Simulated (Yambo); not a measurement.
A G0W0@PBEsol run in Yambo for CdSe (wurtzite, space group P6_3mc, No. 186) (3×3×2 Γ-centred k mesh, bands 37 to 366 and a 7 Ry block in the screening, 366 bands in G with the Bruneval-Gonze terminator, plasmon pole fitted at 27.2 eV) gives these matrix elements, in eV, at the band edges (Γ → Γ):

```tsv
state	E0	<Vxc>	<Σx>	<Σc(E0)>	Z
valence edge	0.000	-15.438	-18.997	2.211	0.791
conduction edge	0.421	-11.836	-8.150	-3.436	0.810
```

**Question.** Solve the linearised quasiparticle equation for both states, give the gap, and say how exchange and correlation each act on it.

**Answer.** E = E0 + Z(Σx + Σc − Vxc). Valence: 0.000 + 0.791 × (-18.997 + (2.211) − (-15.438)) = -1.07 eV. Conduction: 0.421 + 0.810 × (-8.150 + (-3.436) − (-11.836)) = 0.62 eV. The gap is 1.69 eV, against 0.42 eV in PBEsol. Replacing Vxc by bare exchange alone would open it by 7.24 eV; correlation takes back 5.65 eV of that, and Z scales what is left. Nearest settings tried, and what they do to the gap: 248 bands in G: -1 meV; 248 bands in W, 248 bands in G: +21 meV; 6 Ry block (209 vectors against 251): -19 meV; 3×3×1 mesh: -96 meV. So the settings aren't converged at that level. The k mesh is coarse. 

The standard potential for Se keeps a d shell in the valence without the s and p states of that shell. In tests on such compounds this moved G0W0 gaps by up to about 0.9 eV, so absolute quasiparticle energies here are unreliable; differences between settings are what counts.

Spin-orbit coupling is included.

Geometry relaxed with PBEsol; primitive cell a = b = 4.3037 Å, c = 7.0188 Å, α = β = 90.00°, γ = 120.00°.
